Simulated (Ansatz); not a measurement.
Values for one crystal, relaxed and computed with DFT-LDA in the program Ansatz with PAW potentials; other levels are named.

- Volume per atom: 24.59 Å³
- Electronic character: no gap, with almost no states at the Fermi level (zero-gap or semimetallic)
- Debye temperature from the elastic constants: 283 K
- Density of states at the Fermi level: 0.00 states/eV per atom (mean over ±0.08 eV)
- Hill bulk and shear moduli: 65.9 and 34.9 GPa
- Elastic constants (relaxed ions, GPa): C11 = 118, C12 = 27.8, C13 = 50.5, C33 = 98.8, C44 = 45.5, C66 = 23.4
- Young's modulus: 89.0 GPa

Which compound is it?
A) Zn3N2, P6_3/mmc (Zn on 4f, Zn on 2b, N on 2c, N on 2a)
B) InGaAs2, P-4m2 (In on 1d, Ga on 1b, As on 2g)
C) NbPS, Immm (Nb on 4j, P on 4h, S on 4i)
D) InSb, wurtzite

B, InGaAs2, P-4m2 (In on 1d, Ga on 1b, As on 2g)

The first step of the workflow began from a Materials Project structure, measured or hypothetical; the Crystallography Open Database copy checked does not list it. With In and Ga taken as one species the cell has the higher symmetry F-43m, so it may be an ordered model of a mixed-site phase. Its standing as an ambient phase is unchecked. The LDA relaxation kept the symmetry of its start; of distortions, only those at the zone centre were tested. As this level gives no gap, shear constants depend on the k-mesh and smearing (Fermi–Dirac, 0.1 eV here). Scalar-relativistic: spin–orbit coupling is off unless named, which matters more the heavier the elements.

Potentials: the later of the program's two PAW sets.
